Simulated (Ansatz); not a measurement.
## EuMn2Sb2: all-electron results

```
Eu Mn Sb
1.0
     4.57000    0.00000    0.00000
    -2.28500    3.95774    0.00000
     0.00000    0.00000    7.66000
Eu Mn Sb
1 2 2
Direct
  0.00000 0.00000 0.00000
  0.33333 0.66667 0.62000
  0.66667 0.33333 0.38000
  0.33333 0.66667 0.26000
  0.66667 0.33333 0.74000
```

Atoms are numbered in the order listed.

The cell is COD entry 1525185, as deposited and not checked against the literature; nothing was relaxed.

Semilocal functionals without a Hubbard term describe localised f shells poorly; where the shell is localised, the real material differs.

Runs of this kind can end on a higher state of the open shell or of the magnetic order, so this needn't be the ground state of the method.

No spin–orbit coupling, which matters for the heavy atoms here.

All numbers are computed: DFT, PBE, all-electron LAPW, scalar-relativistic (Ansatz 0.2.0); DFT, PBE, PAW with Ansatz's default frozen-core files, scalar-relativistic (Ansatz 0.2.0).

For LAPW: a Γ-centred 8×8×4 k mesh, Fermi–Dirac smearing of 0.08 eV, basis error target 1 meV/atom, spin-polarised from start moments Eu1 7, Mn2 4, Mn3 4 μB. PAW takes a cutoff of 420 eV at this cell. The Ansatz runs share mesh, smearing and spin set-up. Values come from LAPW unless marked.

```yaml
Pressure_at_this_cell: -1.43 GPa
Band_gap: "none: bands cross the Fermi level, a metal"
Stress_xx_yy_zz_compression_positive: -1.62, -1.62, -1.06 GPa
Largest_force: 0.0038 Ry/bohr on Mn2
Moment_of_the_cell: 15.68 μB
Moments_in_the_spheres: Eu1 6.88, Mn2 4.10, Sb4 -0.04 μB
Density_of_states_at_the_Fermi_level_0.2_eV_bin: 4.69 states/eV per cell
Löwdin_charges_with_0.37_e_of_the_cell_spilling_out_of_the_atomic_basis_so_their_sizes_and_signs_hang_on_that_basis: Eu1 0.03, Mn2 0.86, Sb4 -0.69 e
Bader_charges_from_the_PAW_run: Eu1 +1.30, Mn2 +0.58, Sb4 -1.23 e
Volume_per_atom: 27.71 Å³
```
